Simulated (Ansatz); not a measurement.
Theory: Ansatz, DFT PBE, scalar-relativistic, plane waves, PAW. All cells share a 420 eV cutoff and Γ-centred k meshes spaced at most about 0.3 Å⁻¹ (2π included). No spin polarisation in the final relaxations.

These are static total energies at zero pressure.

Compare these two cells of Mg5CdSe6, each relaxed at this level.

A. Space group P-3m1 (No. 164), trigonal, a = 3.924 Å, c = 19.238 Å. Around Mg on a site of symmetry 3m lie 6 Se at 2.76–2.77 Å; around Mg on a second site of symmetry 3m lie 6 Se at 2.76 Å; Mg on a site of symmetry -3m has 6 Se at 2.76 Å; Cd is surrounded by 6 Se at 2.84 Å; Se on its first site is surrounded by 6 Mg at 2.76–2.77 Å; 2 more sites not described.

B. Space group P-4m2 (No. 115), tetragonal, a = 4.270 Å, c = 18.027 Å. Around Mg on a site of symmetry 2mm lie 4 Se at 2.60 Å; Mg on a second site of symmetry 2mm has 4 Se at 2.59–2.60 Å; around Mg on a site of symmetry -4m2 lie 4 Se at 2.60 Å; Cd is surrounded by 4 Se at 2.67 Å; Se on its first site is surrounded by 4 Mg at 2.60 Å; 2 more sites not described.

Problem. Which form is favoured at zero pressure, and by what margin per atom?

Solution. B is lower, by 42 meV/atom. A has Mg and Cd ordered on rock salt sites, space group P-3m1 (No. 164), 21.4 Å³/atom and a gap of 1.10 eV on its mesh; B has Mg and Cd ordered on zinc blende sites, space group P-4m2 (No. 115), 27.4 Å³/atom and a gap of 2.00 eV. Counting Se atoms around Cd and Mg (those within 1.25 times the shortest such distance or 1.15 times the sum of covalent radii, 1.27 where that leaves under three), A has Mg 6, Cd 6 and B has Mg 4, Cd 4. The lower one is the more open, so pressure narrows the difference. Both come from invented guesses.

Kohn–Sham gaps at this level usually fall short of measured ones. With atoms moved at random, P-4m2 came back. Other cells relaxed within their symmetry can be saddle points.
